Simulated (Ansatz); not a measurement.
## Bands of BePd

```
CELL_PARAMETERS angstrom
2.81300 0.00000 0.00000
0.00000 2.81300 0.00000
0.00000 0.00000 2.81300
ATOMIC_POSITIONS crystal
Be 0.00000 0.00000 0.00000
Pd 0.50000 0.50000 0.50000
```

Atoms are numbered in the order listed.

The geometry is COD entry 9008808, unchecked; take it as a test cell.

Spin polarisation is left out, and whether a magnetic state lies lower isn't shown here.

The calculation used DFT, LDA, all-electron LAPW, scalar-relativistic in Ansatz 0.2.0.

The runs use a Γ-centred 12×12×12 k mesh, Fermi–Dirac smearing of 0.08 eV, basis error target 1 meV/atom, no spin polarisation.

Points in fractions of the reciprocal vectors of this cell: Γ (0, 0, 0), X (0, 0.5, 0), M (0.5, 0.5, 0), R (0.5, 0.5, 0.5). The path joins them by straight lines in the order Γ–X–M–Γ–R–X–R–M; legs that retrace an earlier one aren't tabulated. Energies are in eV from the Fermi level.

(1) Is there a gap?

(2) List the levels between -14 and 5 eV at the symmetry points.

Results:

(1) none: bands cross the Fermi level, a metal.

(2) 
Γ: -9.65, -5.61 (×2), -2.32 (×3)
X: -7.04, -5.13, -4.63, -3.88 (×2), -2.18, -0.02
M: -6.83, -4.90, -3.34 (×2), -1.86 (×2), -1.28
R: -6.39 (×3), -1.21 (×2), 4.79
